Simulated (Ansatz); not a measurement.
A geometry of ZnF$_{2}$ away from equilibrium: the start of the relaxation of a generated trial cell of ZnF2 in the AFLOW prototype A2B_oP12_62_2c_c (C23, as in PbCl2). Calculation: PBEsol (plane waves to 420 eV, PAW, scalar-relativistic; Ansatz, a program for electronic structure). Γ-centred k-mesh 4×6×3 on the run's cell (coarser than for final values), Fermi–Dirac smearing 0.05 eV.

```xyz
12
Lattice="5.7772 0.0000 0.0000 0.0000 3.4375 0.0000 0.0000 0.0000 6.8573" Properties=species:S:1:pos:R:3 pbc="T T T"
Zn     4.2618     0.8594     4.0863
Zn     1.3732     0.8594     6.1997
Zn     1.5153     2.5781     2.7710
Zn     4.4039     2.5781     0.6576
F      3.6107     0.8594     6.3204
F      0.7221     0.8594     3.9656
F      2.1664     2.5781     0.5369
F      5.0550     2.5781     2.8917
F      3.0053     0.8594     2.3109
F      0.1167     0.8594     1.1177
F      2.7719     2.5781     4.5464
F      5.6605     2.5781     5.7396
```

Problem. Which atoms carry the largest force, and which way does it point?

Solution. 0.97 eV/Å, on F9, F10, F11, F12 (atoms numbered as listed); on F9 its components are (-0.29, 0.00, 0.92).

Problem. What is the pressure?

Solution. -15.2 GPa, compression positive.

Problem. How far above the relaxed end point is this geometry?

Solution. 0.25 eV/atom; the path ends in I4₁/amd (No. 141) (anatase type).

No spin polarisation in the result.

The run could not lose the symmetry of its start: the end is stationary, and may be a saddle point rather than a minimum.

The end of the path is a generated cell of ZnF2: the first start was made by placing the elements on the sites of a structure type, and the end was not matched to a known phase here, so it may be hypothetical. Known forms of ZnF2 include space group No. 136.
